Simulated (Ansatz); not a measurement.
Values for one crystal, relaxed and computed with LDA in the plane-wave PAW code Ansatz; other levels are named.

| Property | Result |
|---|---|
| Volume per atom | 24.20 Å³ |
| Band gap | 1.49 eV (direct) |
| Valence-band maximum | at Γ |
| Formation energy from the elements (no fitted shifts) | -0.10 eV/atom |
| Electron effective mass | 0.17, 0.17, 0.21 mₑ (principal values) |
| Highest zone-centre frequency (without LO–TO term) | 175 cm^-1 |
| Bulk modulus (Birch–Murnaghan fit) | 20.8 GPa |

**Question.** Which of these materials gives this?
A. CuI, P4/nmm (Cu on 2b, I on 2c)
B. AgI, P6_3mc (Ag on 2a, Ag on 2b, I on 2a, I on 2b)
C. SiO2, rutile
D. GaN, rock salt

**Answer.** A, CuI, P4/nmm (Cu on 2b, I on 2c)

A made-up cell: these elements were put on the sites of a structure type; the Crystallography Open Database copy checked does not list it. It is not the phase usual at ambient conditions (space group No. 216). The LDA relaxation kept the symmetry of its start; of distortions, only those at the zone centre were tested, and some modes there are weakly imaginary. No spin polarisation was allowed. A crystal of weakly bound layers computed without a dispersion correction: the cell and the soft elastic constants depend strongly on that. Point labels and valley counts follow the cell and symmetry of the run, lower than the named group. The references are the lowest solids computed at this level, not always the standard phases. Spin–orbit coupling is left out wherever it is not named.

Potentials: the earlier of the program's two PAW sets.
